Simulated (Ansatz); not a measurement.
The relaxed structure here is a generated cell of V: the first start was made by a random draw of sites in a space group, and the end was not matched to a known phase here, so it may be hypothetical. Known forms of V include space group No. 229.

The end point of a relaxation of V. Space group Pm-3m (No. 221), AFLOW prototype A_cP1_221_a (A_h). Method: PBEsol (plane waves to 420 eV, PAW, scalar-relativistic; Ansatz, a first-principles code).

```cif
data_V
_chemical_formula_sum 'V1'
_space_group_name_H-M_alt 'P 1'
_space_group_IT_number 1
_cell_length_a 2.41121
_cell_length_b 2.41121
_cell_length_c 2.41121
_cell_angle_alpha 90.000
_cell_angle_beta 90.000
_cell_angle_gamma 90.000
loop_
_space_group_symop_operation_xyz
  'x, y, z'
loop_
_atom_site_label
_atom_site_type_symbol
_atom_site_fract_x
_atom_site_fract_y
_atom_site_fract_z
_atom_site_occupancy
V1 V 0.50000 0.50000 0.50000 1
```

```yaml
volume_per_atom: 14.02 Å³
band_gap: zero (metallic)
magnetic_moment: zero (the starting moments vanished)
shortest_distances: V–V 2.41 Å
k-mesh: 19×19×19
```

Band energies at high-symmetry points (eV from the Fermi level; labels of this space group; no spin-orbit coupling), from −5 eV up to 3.4 eV:

```json
[
 {"point": "Γ", "energies": "-2.28 -2.28"},
 {"point": "X", "energies": "-2.30 -1.46 -0.14 1.55 1.55"},
 {"point": "M", "energies": "-3.85 -0.73 2.03 2.03"},
 {"point": "R", "energies": "-2.14 -2.14 -2.14"}
]
```

No spin polarisation in the result: the starting moments vanished.

The run could not lose the symmetry of its start: the end is stationary, and may be a saddle point rather than a minimum.
